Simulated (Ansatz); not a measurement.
An element in the diamond structure gives these cold pressures by all-electron LAPW under LDA (Ansatz 0.2.0, scalar-relativistic, no spin polarisation).

```
V (Å³/atom)  P (GPa)
      22.16     0.02
      20.39    10.11
      18.62     26.8
      16.84     54.5
      15.07    101.4
      13.30    183.2
      11.52    331.3
       9.97    568.1
```

Task: Which element is it?

Result: Pd. Its zero-pressure volume in this structure is near 22.2 Å³/atom; the volume and the steepness of P(V) together point to it, though neighbours can come close. Other candidates weren't computed, and some may come near.
